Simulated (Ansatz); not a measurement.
TiO₂ (rutile)

```yaml
crystal:
  lattice:
    - [4.64343, 0.00000, 0.00000]
    - [0.00000, 4.64343, 0.00000]
    - [0.00000, 0.00000, 2.96381]
  atoms:
    - { symbol: Ti, position: [0.00000, 0.00000, 0.00000] }
    - { symbol: Ti, position: [0.50000, 0.50000, 0.50000] }
    - { symbol: O, position: [0.30513, 0.30513, 0.00000] }
    - { symbol: O, position: [0.80513, 0.19487, 0.50000] }
    - { symbol: O, position: [0.19487, 0.80513, 0.50000] }
    - { symbol: O, position: [0.69487, 0.69487, 0.00000] }
```

The slice is a (-1 1 0) plane (indices of the conventional cell) through the point (0.500, 0.500, 0.500) (fractional), spanned by u = [001] and v = [110] in vectors of this cell: u (2.96 Å) and v (6.57 Å, at 90° to u). It covers one period; positions are fractions (u, v).

Calculation: PBE (plane waves to 420 eV, PAW, scalar-relativistic; Ansatz, a first-principles code). k mesh 7×7×11. Inside the PAW spheres the values are not all-electron values, and peaks at nuclei hang on which shells count as valence. TiO2 is run without spin polarisation. TiO2 was relaxed with its symmetry unable to fall.

### Question
What is the valence density on the shortest Ti–O line in this plane (1.96 Å), at its midpoint?

### Answer
0.72 e/Å³.

### Question
What is the ELF at the midpoint of the shortest Ti–O line in this plane (1.96 Å)?

### Answer
0.2.

### Question
Sketch the valence electron density on this plane as a map.

### Answer
| v \ u | 0.00 | 0.15 | 0.31 | 0.46 | 0.62 | 0.77 | 0.92 |
|---|---|---|---|---|---|---|---|
| 0.96 | 1.0 | 0.7 | -0.3 | -0.5 | -0.5 | 0.2 | 0.9 |
| 0.86 | -0.4 | -0.3 | 0.2 | 0.7 | 0.5 | -0.1 | -0.4 |
| 0.75 | -1.1 | -0.7 | 0.1 | 0.7 | 0.5 | -0.3 | -1.0 |
| 0.64 | -1.1 | -1.0 | -0.6 | -0.2 | -0.3 | -0.8 | -1.1 |
| 0.54 | -0.7 | -0.5 | 0.5 | 1.0 | 0.8 | -0.1 | -0.7 |
| 0.43 | -0.8 | -0.7 | 0.2 | 0.8 | 0.6 | -0.4 | -0.8 |
| 0.32 | -1.2 | -1.0 | -0.4 | -0.1 | -0.2 | -0.7 | -1.1 |
| 0.21 | -1.0 | -0.5 | 0.3 | 0.9 | 0.7 | -0.1 | -0.8 |
| 0.11 | 0.3 | 0.0 | 0.0 | 0.3 | 0.2 | -0.2 | 0.2 |
| 0.00 | 1.0 | 0.8 | -0.3 | -0.6 | -0.6 | 0.3 | 1.0 |

Values: log₁₀ of the valence density in e/Å³. The scale is logarithmic, as a density can span decades between atoms and voids.
